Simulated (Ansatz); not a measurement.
## Property card for CaPtCl₆

Computed with Ansatz 0.2.0, DFT PBE, scalar-relativistic, plane waves, PAW.

Cutoff 420 eV; k points 6×6×6 on the computed 8-atom cell (Γ-centred); Gaussian smearing, width 0.02 eV; no spin polarisation.

The structure is relaxed at this level of theory with its symmetry kept, and needn't be the ground state of this composition.

Space group R-3 (No. 148), trigonal, a = 6.374 Å, c = 17.483 Å. Ca is surrounded by 6 Cl at 2.81 Å; Pt has 6 Cl at 2.35 Å; Cl is surrounded by 1 Pt at 2.35 Å and 1 Ca at 2.81 Å.

| Item | Value |
| --- | --- |
| Volume per atom | 173.0 bohr³ |
| Formation energy from the elements' standard states (uncorrected) | -1.166 eV/atom |
| Kohn–Sham band gap | 1.67 eV |
| Orbital (Löwdin) character of the top 1 eV of the valence band | Cl 3p 84 %, Pt 5d 15 % |
| Orbital (Löwdin) character of the lowest 1 eV of the conduction band | Cl 3p 55 %, Pt 5d 38 % |
| Electronic dielectric constant xx, yy, zz (independent particles) | 5.1, 5.1, 5.3 |
| Bader charge by site (e) | Ca (1 in the cell) 1.60, Pt (1 in the cell) 1.01, Cl (6 in the cell) -0.43 |

Spin-orbit coupling is left out, which matters for the bands of heavy elements.

The cell was found from a structure generator's guess, not taken from experiment. Kohn–Sham gaps at this level usually fall short of measured ones. Löwdin shares on free-atom orbitals overweight diffuse shells in the empty bands.
